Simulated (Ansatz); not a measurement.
# Na$_{2}$HF (P-6m2) at 3 levels of theory

One geometry, relaxed with PBE; plane waves with PAW potentials in Ansatz, scalar-relativistic. No spin polarisation. Gaps are the least over mesh and band path; pressure is positive in compression, and isn't given for hybrids.

```
CELL_PARAMETERS angstrom
3.29343 0.00000 0.00000
-1.64671 2.85219 0.00000
0.00000 0.00000 5.78083
ATOMIC_POSITIONS crystal
Na 0.66667 0.33333 0.25380
Na 0.66667 0.33333 0.74620
H 0.00000 0.00000 0.00000
F 0.33333 0.66667 0.50000
```

| level | cutoff (eV) | k mesh | gap (eV) | pressure (GPa) |
| --- | --- | --- | --- | --- |
| PBE | 420 | 9×9×4 | 3.20 | 0.0 |

Q: What comes out on the same cell with HSE06, LDA?

A:
```tsv
level	cutoff (eV)	k mesh	gap (eV)	pressure (GPa)
HSE06	420	6×6×4	4.40	-
LDA	420	9×9×4	2.72	-3.8
```

It was reached by relaxing an invented guess, and it needn't be the stable form of this composition.
